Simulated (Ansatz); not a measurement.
Nb$_{3}$B$_{4}$ (space group Immm)

```yaml
crystal:
  lattice:
    - [-1.57200, 1.65213, 7.04647]
    - [1.57200, -1.65213, 7.04647]
    - [1.57200, 1.65213, -7.04647]
  atoms:
    - { symbol: Nb, position: [0.18494, 0.68494, 0.50000] }
    - { symbol: Nb, position: [0.81506, 0.31506, 0.50000] }
    - { symbol: Nb, position: [0.00000, 0.00000, 0.00000] }
    - { symbol: B, position: [0.43580, 0.43580, 0.00000] }
    - { symbol: B, position: [0.56420, 0.56420, 0.00000] }
    - { symbol: B, position: [0.36767, 0.86767, 0.50000] }
    - { symbol: B, position: [0.63233, 0.13233, 0.50000] }
```

This relaxed cell (volume V₀) is scaled evenly in all directions, its shape held. The atoms relax within the cell's symmetry.

Calculation: r2SCAN (plane waves to 500 eV, PAW, scalar-relativistic; Ansatz, a program for electronic structure). k mesh 15×15×15 (Γ-centred), Fermi-Dirac smearing 0.05 eV. The energy includes the smearing's −TS. Compression counts positive. Nb3B4 is run without spin polarisation. Nb3B4 was relaxed with its symmetry unable to fall. The zero of ΔE is the relaxed starting cell.

```json
[
 {"V (Å³/atom)": "9.830", "P (GPa)": "19.8", "ΔE (kJ/mol of atoms)": "?"},
 {"V (Å³/atom)": "9.987", "P (GPa)": "14.3", "ΔE (kJ/mol of atoms)": "?"},
 {"V (Å³/atom)": "10.144", "P (GPa)": "9.2", "ΔE (kJ/mol of atoms)": "0.8"},
 {"V (Å³/atom)": "10.301", "P (GPa)": "4.4", "ΔE (kJ/mol of atoms)": "0.2"},
 {"V (Å³/atom)": "10.458", "P (GPa)": "0.0", "ΔE (kJ/mol of atoms)": "0.0"},
 {"V (Å³/atom)": "10.614", "P (GPa)": "-4.1", "ΔE (kJ/mol of atoms)": "0.2"},
 {"V (Å³/atom)": "10.771", "P (GPa)": "-7.9", "ΔE (kJ/mol of atoms)": "0.8"},
 {"V (Å³/atom)": "10.928", "P (GPa)": "-11.4", "ΔE (kJ/mol of atoms)": "1.7"},
 {"V (Å³/atom)": "11.085", "P (GPa)": "?", "ΔE (kJ/mol of atoms)": "2.9"}
]
```

**Question.** What belongs in the gaps?

**Answer.** 
- 9.830, ΔE (kJ/mol of atoms): 3.6
- 9.987, ΔE (kJ/mol of atoms): 1.9
- 11.085, P (GPa): -14.6

(A scan under strain: stresses follow from slopes of the energy per volume, elastic moduli from its curvatures.)
